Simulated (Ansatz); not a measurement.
A relaxation computed with Ansatz, from input to last step.

```yaml
crystal:
  lattice:
    - [3.8411307188, 0.0, 0.0]
    - [0.0, 3.8411307188, 0.0]
    - [0.0, 0.0, 3.8411307188]
  atoms:
    - { symbol: Cr, position: [0.0, 0.0, 0.0], spin: 3.81 }
    - { symbol: Cu, position: [0.0, 0.5, 0.5] }
    - { symbol: Cu, position: [0.5, 0.0, 0.5] }
    - { symbol: Cu, position: [0.5, 0.5, 0.0] }
    - { symbol: Ni, position: [0.5, 0.5, 0.5], spin: 0.36 }
basis:
  ecutwfc: 420
kpoints:
  mp_grid: { grid: [4, 4, 4] }
hamiltonian:
  xc: pbe
scf:
  occupations: { method: gaussian, width: 0.1 }
  lower_state_search: "off"
output:
  forces: true
  stress: true
  eigenvalues: true
  populations: true
magnetization:
  spin_polarized: true
relax:
  adjacent_minimum: "off"
  f_tol: 0.04
  max_steps: 70
  cell: { stress_tol: 0.4 }
```

```bash
ansatz run input.yaml --threads 1 --pin off --max-ram 2560MiB --backend cpu --events-out ev --progress --plain --runs-dir out
```

These are results of Ansatz 0.2.0, DFT PBE, scalar-relativistic, plane waves, PAW, not measurements.

Of 9 frames 9 are shown, positions in Å and forces in eV/Å; the SCF threshold varies from step to step. Steps run on the plane waves of an earlier cell, with a Pulay correction in the pressure. The basis is chosen afresh for the last frame, the zero of the energies, and at times for earlier ones too; energy and pressure step there, also at an unchanged geometry. Here that happened at step 6 (-37 meV/atom, 4.8 GPa); the frames before carry an error of that size.

```xyz
5
Lattice="3.8411 0.0000 0.0000 0.0000 3.8411 0.0000 0.0000 0.0000 3.8411" Properties=species:S:1:pos:R:3:forces:R:3 pbc="T T T" step=1 free_energy_over_end_meV_per_atom=872.76 pressure_GPa=76.58
Cr    0.0000    0.0000    0.0000    0.0000    0.0000    0.0000
Cu    0.0000    1.9206    1.9206    0.0000    0.0000    0.0000
Cu    1.9206    0.0000    1.9206    0.0000    0.0000    0.0000
Cu    1.9206    1.9206    0.0000    0.0000    0.0000    0.0000
Ni    1.9206    1.9206    1.9206    0.0000    0.0000    0.0000
5
Lattice="4.0284 0.0000 0.0000 0.0000 4.0284 0.0000 0.0000 0.0000 4.0284" Properties=species:S:1:pos:R:3:forces:R:3 pbc="T T T" step=2 free_energy_over_end_meV_per_atom=299.79 pressure_GPa=33.84
Cr    0.0000    0.0000    0.0000    0.0000    0.0000    0.0000
Cu    0.0000    2.0142    2.0142    0.0000    0.0000    0.0000
Cu    2.0142    0.0000    2.0142    0.0000    0.0000    0.0000
Cu    2.0142    2.0142    0.0000    0.0000    0.0000    0.0000
Ni    2.0142    2.0142    2.0142    0.0000    0.0000    0.0000
5
Lattice="4.2054 0.0000 0.0000 0.0000 4.2054 0.0000 0.0000 0.0000 4.2054" Properties=species:S:1:pos:R:3:forces:R:3 pbc="T T T" step=3 free_energy_over_end_meV_per_atom=71.67 pressure_GPa=8.92
Cr    0.0000    0.0000    0.0000    0.0000    0.0000    0.0000
Cu    0.0000    2.1027    2.1027    0.0000    0.0000    0.0000
Cu    2.1027    0.0000    2.1027    0.0000    0.0000    0.0000
Cu    2.1027    2.1027    0.0000    0.0000    0.0000    0.0000
Ni    2.1027    2.1027    2.1027    0.0000    0.0000    0.0000
5
Lattice="4.3135 0.0000 0.0000 0.0000 4.3135 0.0000 0.0000 0.0000 4.3135" Properties=species:S:1:pos:R:3:forces:R:3 pbc="T T T" step=4 free_energy_over_end_meV_per_atom=51.94 pressure_GPa=-3.05
Cr    0.0000    0.0000    0.0000    0.0000    0.0000    0.0000
Cu    0.0000    2.1568    2.1568    0.0000    0.0000    0.0000
Cu    2.1568    0.0000    2.1568    0.0000    0.0000    0.0000
Cu    2.1568    2.1568    0.0000    0.0000    0.0000    0.0000
Ni    2.1568    2.1568    2.1568    0.0000    0.0000    0.0000
5
Lattice="4.2850 0.0000 0.0000 0.0000 4.2850 0.0000 0.0000 0.0000 4.2850" Properties=species:S:1:pos:R:3:forces:R:3 pbc="T T T" step=5 free_energy_over_end_meV_per_atom=48.73 pressure_GPa=0.01
Cr    0.0000    0.0000    0.0000    0.0000    0.0000    0.0000
Cu    0.0000    2.1425    2.1425    0.0000    0.0000    0.0000
Cu    2.1425    0.0000    2.1425    0.0000    0.0000    0.0000
Cu    2.1425    2.1425    0.0000    0.0000    0.0000    0.0000
Ni    2.1425    2.1425    2.1425    0.0000    0.0000    0.0000
5
Lattice="4.2850 0.0000 0.0000 0.0000 4.2850 0.0000 0.0000 0.0000 4.2850" Properties=species:S:1:pos:R:3:forces:R:3 pbc="T T T" step=6 free_energy_over_end_meV_per_atom=12.03 pressure_GPa=4.82
Cr    0.0000    0.0000    0.0000    0.0000    0.0000    0.0000
Cu    0.0000    2.1425    2.1425    0.0000    0.0000    0.0000
Cu    2.1425    0.0000    2.1425    0.0000    0.0000    0.0000
Cu    2.1425    2.1425    0.0000    0.0000    0.0000    0.0000
Ni    2.1425    2.1425    2.1425    0.0000    0.0000    0.0000
5
Lattice="4.3295 0.0000 0.0000 0.0000 4.3295 0.0000 0.0000 0.0000 4.3295" Properties=species:S:1:pos:R:3:forces:R:3 pbc="T T T" step=7 free_energy_over_end_meV_per_atom=2.11 pressure_GPa=1.86
Cr    0.0000    0.0000    0.0000    0.0000    0.0000    0.0000
Cu    0.0000    2.1647    2.1647    0.0000    0.0000    0.0000
Cu    2.1647    0.0000    2.1647    0.0000    0.0000    0.0000
Cu    2.1647    2.1647    0.0000    0.0000    0.0000    0.0000
Ni    2.1647    2.1647    2.1647    0.0000    0.0000    0.0000
5
Lattice="4.3583 0.0000 0.0000 0.0000 4.3583 0.0000 0.0000 0.0000 4.3583" Properties=species:S:1:pos:R:3:forces:R:3 pbc="T T T" step=8 free_energy_over_end_meV_per_atom=0.33 pressure_GPa=0.17
Cr    0.0000    0.0000    0.0000    0.0000    0.0000    0.0000
Cu    0.0000    2.1791    2.1791    0.0000    0.0000    0.0000
Cu    2.1791    0.0000    2.1791    0.0000    0.0000    0.0000
Cu    2.1791    2.1791    0.0000    0.0000    0.0000    0.0000
Ni    2.1791    2.1791    2.1791    0.0000    0.0000    0.0000
5
Lattice="4.3583 0.0000 0.0000 0.0000 4.3583 0.0000 0.0000 0.0000 4.3583" Properties=species:S:1:pos:R:3:forces:R:3 pbc="T T T" step=9 free_energy_over_end_meV_per_atom=0.00 pressure_GPa=0.11
Cr    0.0000    0.0000    0.0000    0.0000    0.0000    0.0000
Cu    0.0000    2.1791    2.1791    0.0000    0.0000    0.0000
Cu    2.1791    0.0000    2.1791    0.0000    0.0000    0.0000
Cu    2.1791    2.1791    0.0000    0.0000    0.0000    0.0000
Ni    2.1791    2.1791    2.1791    0.0000    0.0000    0.0000
```

The start puts this composition into another compound's structure type, which needn't suit it. The cell swells from 11.3 to 16.6 Å³ an atom, so the end can be far from any stable crystal. At the end the space group is Pm-3m (tolerance 0.05 Å).

Time: 69 s on 1 thread of Arm Neoverse V1, on a shared host, peak memory 0.43 GiB.

The k mesh is coarse. Only parallel moments were tried here.